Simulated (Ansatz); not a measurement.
Here is the system:

Starting cell, C (graphite type, space group P6_3/mmc):

```
C
1.0
    2.45522     0.00000     0.00000
   -1.22761     2.12628     0.00000
    0.00000     0.00000     6.67052
C
4
Cartesian
  0.00000   0.00000   1.66763
  0.00000   0.00000   5.00289
  0.00000   1.41752   1.66763
  1.22761   0.70876   5.00289
```

In this cell atom 1 (C, nearest neighbour C at 1.418 Å; its periodic images, 2.5 Å or more away, move with it) is moved by s along Cartesian x, unit vector (1.000, 0.000, 0.000); all other atoms and the cell stay fixed.

Method: r2SCAN+rVV10 (plane waves to 500 eV, PAW, scalar-relativistic; Ansatz, a program for electronic structure). k mesh 12×12×4 (Γ-centred), Fermi-Dirac smearing 0.05 eV. E stands for the smeared free energy. With partly filled bands, energies and forces of such displacements shift with the k mesh and the smearing. C was relaxed with its symmetry unable to fall. The PAW data are Ansatz's earlier set. ΔE is measured from the undisplaced structure.

The scan covers s from -0.280 to 0.280 Å in 11 points.

Is the energy the same for equal positive and negative displacements?

Even: the same for both signs. With its periodic images moving along, the atom's site symmetry in this cell is -6m2.

What is the force constant k = d²E/ds² of this move at s = 0?

55.5 eV/Å².

(For displaced atoms, the force is minus the slope of the energy, and its curvature is a force constant, which sets phonon frequencies.)
